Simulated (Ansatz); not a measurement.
SrScO2F:
```xyz
5
Lattice="4.0925 0.0000 0.0000 0.0000 4.0925 0.0000 0.0000 0.0000 4.0263" Properties=species:S:1:pos:R:3 pbc="T T T"
Sr     2.0463     2.0463     2.0131
Sc     0.0000     0.0000     0.0000
O      2.0463     0.0000     0.0000
O      0.0000     2.0463     0.0000
F      0.0000     0.0000     2.0131
```

Relaxed with PBEsol. Special points in fractions of this cell's reciprocal vectors: Γ (0.000, 0.000, 0.000); X (0.000, 0.500, 0.000); M (0.500, 0.500, 0.000); Z (0.000, 0.000, 0.500); R (0.000, 0.500, 0.500); A (0.500, 0.500, 0.500).

### Question
List the band energies nearest the valence-band maximum at these points for DFT-PBEsol in the program Ansatz with PAW potentials.

### Answer
In eV from the valence-band maximum; about four levels below and three above (degenerate sets whole), none deeper than 8.9 eV; points with the same levels are listed once.

```csv
k,below,above
Γ,-1.55 -1.17 -0.40 -0.40,3.22 3.30 3.30
X,-2.04 -1.88 -1.79 -1.07,3.68 4.87 5.24
M,-3.10 -2.50 -2.50 -0.10,4.96 5.26 5.26
Z,-2.32 -2.32 -2.04 -0.49 -0.49,3.96 4.59 4.59
R,-1.95 -1.76 -1.45 -1.15,4.35 5.51 5.64
A,-3.08 -1.61 -1.61 0.00,4.70 5.74 5.74
```

Space group P4/mmm. The start of the workflow was typed in or built on a structure type; neither database checked (COD, Materials Project) lists it. Whether it is the stable phase at ambient conditions was not checked. The cell was relaxed with PBEsol under the symmetry of its start. At this level the phase is dynamically unstable (imaginary phonons). The run is not spin-polarised. The volume moved by -17 % from the start of the relaxation. Scalar-relativistic: spin–orbit coupling is off unless named, which matters more the heavier the elements.

Potentials: the earlier of the program's two PAW sets. The files were generated under PBE; for other functionals the program regenerates the frozen cores, and for LDA and PBEsol the local potential too.
